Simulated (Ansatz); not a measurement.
# How much do the gradients of MgSb2P2O10 depend on the method?

Cell: a Materials Project structure (computed, not necessarily an observed phase), taken as it stands.

```yaml
crystal:
  lattice:
    - [5.49451, 0.00000, 0.00000]
    - [-0.40053, 5.50640, 0.00000]
    - [-2.43468, -2.42205, 7.10122]
  atoms:
    - { symbol: Mg, position: [0.74619, 0.39603, 0.70598] }
    - { symbol: Sb, position: [0.00928, 0.98926, 0.49850] }
    - { symbol: Sb, position: [0.02330, 0.03651, 0.04259] }
    - { symbol: P, position: [0.31422, 0.60590, 0.72566] }
    - { symbol: P, position: [0.66562, 0.39333, 0.26792] }
    - { symbol: O, position: [0.60126, 0.68375, 0.85480] }
    - { symbol: O, position: [0.31539, 0.31582, 0.60972] }
    - { symbol: O, position: [0.37463, 0.30250, 0.15823] }
    - { symbol: O, position: [0.70603, 0.68634, 0.36861] }
    - { symbol: O, position: [0.08243, 0.92185, 0.26941] }
    - { symbol: O, position: [0.90643, 0.08796, 0.71526] }
    - { symbol: O, position: [0.26494, 0.76747, 0.58736] }
    - { symbol: O, position: [0.10924, 0.61808, 0.81953] }
    - { symbol: O, position: [0.75762, 0.26582, 0.42792] }
    - { symbol: O, position: [0.82342, 0.32940, 0.13369] }
```

Atom numbers follow the list; atoms alike are taken as one site, whose name carries the number of the first.

First run. All values are calculated (Ansatz; DFT, PBE, plane waves and PAW, scalar-relativistic, 420 eV cutoff, Γ-centred 6×6×5 k-points, Fermi–Dirac smearing 0.05 eV), not measured.

```json
{"site": "Mg", "atom": "1", "V_zz (10²¹ V/m²)": "-2.64", "η": "0.89"}
{"site": "Sb2", "atom": "2", "V_zz (10²¹ V/m²)": "-30.0", "η": "0.26"}
{"site": "Sb3", "atom": "3", "V_zz (10²¹ V/m²)": "-23.4", "η": "0.07"}
{"site": "P4", "atom": "4", "V_zz (10²¹ V/m²)": "-3.63", "η": "0.46"}
{"site": "P5", "atom": "5", "V_zz (10²¹ V/m²)": "1.50", "η": "0.76"}
{"site": "O6", "atom": "6", "V_zz (10²¹ V/m²)": "8.90", "η": "0.43"}
{"site": "O7", "atom": "7", "V_zz (10²¹ V/m²)": "10.29", "η": "0.83"}
{"site": "O8", "atom": "8", "V_zz (10²¹ V/m²)": "11.86", "η": "0.15"}
{"site": "O9", "atom": "9", "V_zz (10²¹ V/m²)": "12.27", "η": "0.29"}
{"site": "O10", "atom": "10", "V_zz (10²¹ V/m²)": "14.97", "η": "0.31"}
{"site": "O11", "atom": "11", "V_zz (10²¹ V/m²)": "15.02", "η": "0.26"}
{"site": "O12", "atom": "12", "V_zz (10²¹ V/m²)": "12.98", "η": "0.21"}
{"site": "O13", "atom": "13", "V_zz (10²¹ V/m²)": "8.99", "η": "0.52"}
{"site": "O15", "atom": "15", "V_zz (10²¹ V/m²)": "11.25", "η": "0.33"}
```

Second run. The same atoms and settings, except that the functional is r2SCAN and the cutoff is 500 eV.

Problem. What does the second run give?

Solution. 

```json
{"site": "Mg", "atom": "1", "V_zz": "-2.63", "η": "0.87", "change of V_zz": "+0.01"}
{"site": "Sb2", "atom": "2", "V_zz": "-31.6", "η": "0.25", "change of V_zz": "-1.56"}
{"site": "Sb3", "atom": "3", "V_zz": "-24.5", "η": "0.07", "change of V_zz": "-1.03"}
{"site": "P4", "atom": "4", "V_zz": "-3.89", "η": "0.45", "change of V_zz": "-0.26"}
{"site": "P5", "atom": "5", "V_zz": "1.61", "η": "0.74", "change of V_zz": "+0.11"}
{"site": "O6", "atom": "6", "V_zz": "9.04", "η": "0.42", "change of V_zz": "+0.14"}
{"site": "O7", "atom": "7", "V_zz": "10.45", "η": "0.81", "change of V_zz": "+0.16"}
{"site": "O8", "atom": "8", "V_zz": "11.99", "η": "0.15", "change of V_zz": "+0.13"}
{"site": "O9", "atom": "9", "V_zz": "12.44", "η": "0.29", "change of V_zz": "+0.17"}
{"site": "O10", "atom": "10", "V_zz": "14.98", "η": "0.32", "change of V_zz": "+0.01"}
{"site": "O11", "atom": "11", "V_zz": "15.26", "η": "0.24", "change of V_zz": "+0.24"}
{"site": "O12", "atom": "12", "V_zz": "13.09", "η": "0.20", "change of V_zz": "+0.11"}
{"site": "O13", "atom": "13", "V_zz": "9.16", "η": "0.49", "change of V_zz": "+0.17"}
{"site": "O15", "atom": "15", "V_zz": "11.38", "η": "0.33", "change of V_zz": "+0.13"}
```

The largest change of V_zz is on Sb2, from -30.0 to -31.6. In per cent, |V_zz| changes by 0 on Mg, +4 to +5 on Sb, +7 on P, 0 to +2 on O (all sites that start above 0.5). The table leaves out 1 of the 15 sites, with |V_zz| up to 10.90; their tensors move by 0.14 at most along any direction. The statements above cover all sites.

Without spin–orbit coupling (the program notes it for Sb) the gradients are little affected as a rule: paired runs on crystals with a gap mostly move them by under 2 % at such atoms. With these PAW files V_zz is typically within 2 to 3 % of all-electron values, but misses above 10 % occur on Sb.
For the second run: At this cell the principal stresses reach 6 GPa in size with r2SCAN, which can matter for small gradients. The largest force is 0.7 eV/Å, so the atoms aren't at the calculated equilibrium and relaxing them would move these values.
